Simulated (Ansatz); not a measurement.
Here is the system:

NbAg:
```
CELL_PARAMETERS angstrom
      0.00000     2.69060     2.69060
      2.69060     0.00000     2.69060
      2.69060     2.69060     0.00000
ATOMIC_POSITIONS crystal
  Ag 0.00000 0.00000 0.00000
  Nb 0.50000 0.50000 0.50000
```

This is the PBEsol-relaxed structure.

Question: All from PBEsol in the plane-wave PAW code Ansatz, unless another level is named. Give the bulk modulus (Birch–Murnaghan fit).

Answer: 135 GPa.

Question: What about the highest zone-centre frequency?

Answer: 175 cm⁻¹.

Space group Fm-3m (rock salt). The start of the workflow was typed in or built on a structure type; neither database checked (COD, Materials Project) lists it. Whether it is the stable phase at ambient conditions was not checked. The PBEsol relaxation kept the symmetry of its start. At this level the phase is mechanically unstable. No spin polarisation was allowed. Its formation energy is positive at this level, so the cell may be metastable or incomplete. As this level gives no gap, phonon frequencies hold no LO–TO term and depend on the k-mesh and smearing (Fermi–Dirac, 0.1 eV here).

Potentials: the later of the program's two PAW sets.
